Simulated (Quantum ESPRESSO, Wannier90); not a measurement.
# Wannier functions of W (bcc (W type))

Cell from Materials Project (mp-91), symmetrised, no further relaxation. This is the element's usual structure. Method: PBEsol plane waves in Quantum ESPRESSO 7.5 (PseudoDojo norm-conserving files, 60 Ry, spinors with spin-orbit coupling), Bloch states on a 10×10×10 mesh through Γ, Wannier90 4.0.1. Density: 18×18×18 mesh, cold smearing 0.01 Ry.

```
begin unit_cell_cart
ang
   -1.5851600000    1.5851600000    1.5851600000
    1.5851600000   -1.5851600000    1.5851600000
    1.5851600000    1.5851600000   -1.5851600000
end unit_cell_cart
mp_grid = 10 10 10
```

Q: Which shells of neighbouring k-points and which b-vectors and weights does Wannier90 pick for this cell and mesh?

A: 
```
 *---------------------------------- K-MESH ----------------------------------*
 +----------------------------------------------------------------------------+
 |                    Distance to Nearest-Neighbour Shells                    |
 |                    ------------------------------------                    |
 |          Shell             Distance (Ang^-1)          Multiplicity         |
 |          -----             -----------------          ------------         |
 |             1                   0.280280                     12            |
 |             2                   0.396375                      6            |
 |             3                   0.485459                     24            |
 |             4                   0.560560                     12            |
 |             5                   0.626725                     24            |
 |             6                   0.686542                      8            |
 |             7                   0.741551                     48            |
 |             8                   0.792751                      6            |
       ... (lines left out)
 +----------------------------------------------------------------------------+
 | The b-vectors are chosen automatically                                     |
 | The following shells are used:                       1                     |
 +----------------------------------------------------------------------------+
 |                        Shell   # Nearest-Neighbours                        |
 |                        -----   --------------------                        |
 |                          1              12                                 |
 +----------------------------------------------------------------------------+
 | Completeness relation is fully satisfied [Eq. (B1), PRB 56, 12847 (1997)]  |
 +----------------------------------------------------------------------------+
 |                  b_k Vectors (Ang^-1) and Weights (Ang^2)                  |
 |                  ----------------------------------------                  |
 |            No.         b_k(x)      b_k(y)      b_k(z)        w_b           |
 |            ---        --------------------------------     --------        |
 |             1         0.198188    0.198188    0.000000     3.182413        |
 |             2         0.198188    0.000000    0.198188     3.182413        |
 |             3         0.000000    0.198188    0.198188     3.182413        |
 |             4        -0.198188   -0.198188    0.000000     3.182413        |
 |             5         0.000000   -0.198188    0.198188     3.182413        |
 |             6        -0.198188    0.000000    0.198188     3.182413        |
 |             7        -0.198188    0.000000   -0.198188     3.182413        |
 |             8         0.000000    0.198188   -0.198188     3.182413        |
 |             9        -0.198188    0.198188    0.000000     3.182413        |
 |            10         0.000000   -0.198188   -0.198188     3.182413        |
 |            11         0.198188    0.000000   -0.198188     3.182413        |
 |            12         0.198188   -0.198188    0.000000     3.182413        |
```
